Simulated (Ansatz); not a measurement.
**Computed properties of GaRu3C**

GaRu₃C:
```cif
data_CGaRu3
_chemical_formula_sum 'Ga1 Ru3 C1'
_space_group_name_H-M_alt 'P 1'
_space_group_IT_number 1
_cell_length_a 3.97778
_cell_length_b 3.97778
_cell_length_c 3.97778
_cell_angle_alpha 90.000
_cell_angle_beta 90.000
_cell_angle_gamma 90.000
loop_
_space_group_symop_operation_xyz
  'x, y, z'
loop_
_atom_site_label
_atom_site_type_symbol
_atom_site_fract_x
_atom_site_fract_y
_atom_site_fract_z
_atom_site_occupancy
Ga1 Ga 0.00000 0.00000 0.00000 1
Ru1 Ru 0.00000 0.50000 0.50000 1
Ru2 Ru 0.50000 0.00000 0.50000 1
Ru3 Ru 0.50000 0.50000 0.00000 1
C1 C 0.50000 0.50000 0.50000 1
```

Space group Pm-3m (No. 221), anti-perovskite; conventional cell a = b = c = 3.978 Å, α = β = γ = 90.00°.

Method: plane-wave PAW PBEsol (Ansatz code). The cell and atoms are relaxed at this level. Other levels are named where they apply.

Cell and energy:

```
Property                                                      Result
-----------------------------------------------------  -------------
Volume per atom                                             12.59 Å³
Density                                                  10.16 g/cm³
Formation energy from the elements (no fitted shifts)  0.056 eV/atom
```

Electronic structure:

```
Property                                                                   Result
------------------------------------  -------------------------------------------
Electronic character                                            metallic (no gap)
Density of states at the Fermi level  1.1 states/eV per atom (mean over ±0.08 eV)
Gap with spin–orbit coupling                                      none (metallic)
```

Mechanics:

```
Property                                                                       Value
--------------------------------------------  --------------------------------------
Bulk modulus (Birch–Murnaghan fit)                                           275 GPa
Pressure derivative B′                                                           4.6
Elastic constants (relaxed ions, GPa)                C11 = 547, C12 = 140, C44 = 103
Mechanical stability                          stable (all eigenvalues of C positive)
Hill bulk and shear moduli                                           275 and 136 GPa
Young's modulus                                                              350 GPa
Poisson's ratio                                                                 0.29
Debye temperature from the elastic constants                                   522 K
```

Phonons:

```
Quantity                                                Result
-----------------------------  -------------------------------
Highest zone-centre frequency                         565 cm⁻¹
Zone-centre stability          unstable, softest mode 43i cm⁻¹
```

The start of the workflow was typed in or built on a structure type; neither database checked (COD, Materials Project) lists it. Its standing as an ambient phase is unchecked. The cell was relaxed with PBEsol under the symmetry of its start; phonons show weakly imaginary modes. The run is not spin-polarised. As this level gives no gap, shear constants depend on the k-mesh and smearing (Fermi–Dirac, 0.1 eV here). As this level gives no gap, phonon frequencies hold no LO–TO term and depend on the k-mesh and smearing (Fermi–Dirac, 0.1 eV here). The references are the lowest solids computed at this level, not always the standard phases. Scalar-relativistic: spin–orbit coupling is off unless named, which matters more the heavier the elements.

Potentials: the earlier of the program's two PAW sets. The files were generated under PBE; for other functionals the program regenerates the frozen cores, and for LDA and PBEsol the local potential too.
